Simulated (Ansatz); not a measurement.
AlP (CsCl type, Pm-3m), plane-wave PAW PBE (Ansatz code), all energies at zero smearing, with the estimated change up to a 700 eV cutoff added, with one set of potentials and settings (totals compare only within such a set). Cell of 2 atoms (1 Al, 1 P): -1292.959 eV.

| element | reference phase | E (eV/atom) |
|---|---|---|
| Al | Fm-3m, 1 atoms in the cell | -537.5049 |
| P | Cmce, 4 atoms in the cell | -755.6743 |

Formation energy per atom, worked out: (-1292.959 − 1×(-537.5049) − 1×(-755.6743))/2 = 0.110 eV/atom (11 kJ per mol of atoms), at 0 K, without zero-point energy or fitted corrections.

A made-up cell: these elements were put on the sites of a structure type; neither database checked (COD, Materials Project) lists it. It is not the phase usual at ambient conditions (space group No. 216). The PBE relaxation kept the symmetry of its start; whether a distortion lowers the energy is not shown. The references are the lowest solids computed at this level, not always the standard phases.

Potentials: the later of the program's two PAW sets.
